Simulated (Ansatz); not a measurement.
**Cs$_{2}$S$_{3}$: levels and charges under dearer methods**

A database entry relaxed whole under r2SCAN at zero pressure (Cmc2_1, No. 36):

```
Cs S
1.0
     3.86161   -5.56186    0.00000
     3.86161    5.56186    0.00000
     0.00000    0.00000    8.18860
Cs S
4 6
Direct
  0.89532 0.10468 0.96659
  0.10468 0.89532 0.46659
  0.42522 0.57478 0.69453
  0.57478 0.42522 0.19453
  0.20187 0.79813 0.99275
  0.79813 0.20187 0.49275
  0.37998 0.05693 0.85281
  0.62002 0.94307 0.35281
  0.94307 0.62002 0.85281
  0.05693 0.37998 0.35281
```

Its volume is 35.17 Å³ an atom, +2.8 % against the entry's 34.21, a cell as deposited in COD (1980).

Single points on this cell with plane-wave PAW DFT (Ansatz 0.2.0; r2SCAN 500 eV, hybrids 420 eV; fermi-dirac occupations of width 0.020 eV; no moments): r2SCAN on a 6×6×4 Γ-centred mesh; r2SCAN with spin-orbit coupling on a 4×4×4 Γ-centred mesh; HSE06 on a 4×4×4 Γ-centred mesh; PBE0 on a 4×4×4 Γ-centred mesh.

Task: How do gap, pressure and charges move from level to level?

Result: The runs give:

```csv
level,"gap (eV), or kind",pressure (GPa),Bader charge of Cs (e),Bader charge of S (e)
r2SCAN,1.66,0.0,+0.81,-0.54
r2SCAN with spin-orbit coupling,1.65,0.0,+0.81,-0.54
HSE06,its mesh misses the band edges,0.0,+0.81,-0.54
PBE0,its mesh misses the band edges,0.0,+0.81,-0.54
```

Under r2SCAN the gap is 1.66 eV, over mesh and band path. Spin-orbit coupling moves the r2SCAN gap by -0.01 eV.

Caveats: the relaxation kept the start's symmetry; hybrid pressures are good to a few tenths of a GPa; pressure is positive in compression.
